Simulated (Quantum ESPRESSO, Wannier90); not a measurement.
## Wannier functions of TlI (CsCl type)

```yaml
crystal:
  lattice:
    - [4.23821, 0.00000, 0.00000]
    - [0.00000, 4.23821, 0.00000]
    - [0.00000, 0.00000, 4.23821]
  atoms:
    - { symbol: Tl, position: [0.00000, 0.00000, 0.00000] }
    - { symbol: I, position: [0.50000, 0.50000, 0.50000] }
```

Structure: Materials Project mp-23197, symmetrised, not relaxed again. COD (Crystallography Open Database) has the formula in 2 space groups, this one among them (matched by group alone). Level: PBEsol, spinors with spin-orbit coupling; pw.x of Quantum ESPRESSO at 56 Ry with PseudoDojo potentials, 6×6×6 k-points, Wannier90. Density: 8×8×8 mesh, Gaussian smearing 0.01 Ry.

The plane-wave run has 40 bands and 20 electrons a cell. On the energy scale of pw.x, whose zero is arbitrary, the valence-band maximum lies at 4.88 eV.

Isolated groups of bands, relative to the valence-band maximum (bands from 21 on overlap up to the last one computed):

| bands | from (eV) | to (eV) | filling | weight on atomic waves |
|---|---|---|---|---|
| 1–6 | -11.79 | -11.06 | filled | Tl 5d 67 %, I 5s 30 % |
| 7–12 | -9.38 | -9.22 | filled | Tl 5d 99 % |
| 13–14 | -5.58 | -3.51 | filled | Tl 6s 75 %, I 5p 17 %, Tl 6p 6 % |
| 15–20 | -3.05 | 0.00 | filled | I 5p 80 %, Tl 6p 12 %, Tl 6s 7 % |

Input w.win, without the blocks of cell, atoms and k-points (216 lines):

```
num_bands = 28
num_wann = 14
exclude_bands = 1-12
spinors = true
num_iter = 1000
conv_tol = 1.0e-6
conv_window = 4
dis_num_iter = 1000
dis_conv_tol = 1.0e-6
dis_froz_max = 11.17
write_hr = true
write_u_matrices = true
begin projections
f=0.00931,0.00375,0.00620: s;p
f=0.50003,0.48847,0.50249: p
end projections
mp_grid = 6 6 6
```

wannier90.x stops with:
```
dis_windows: More states in the frozen window than target WFs
```
At some k-point more bands lie below dis_froz_max than there are Wannier functions, and every frozen state has to fit into the subspace. Mended as below, all else unchanged, the run goes through (Ω_I = 27.9 Å²) and follows the plane-wave bands to 9.1 meV rms (states up to 1.8 eV relative to the valence-band maximum).
```
dis_froz_max = 7.17
```
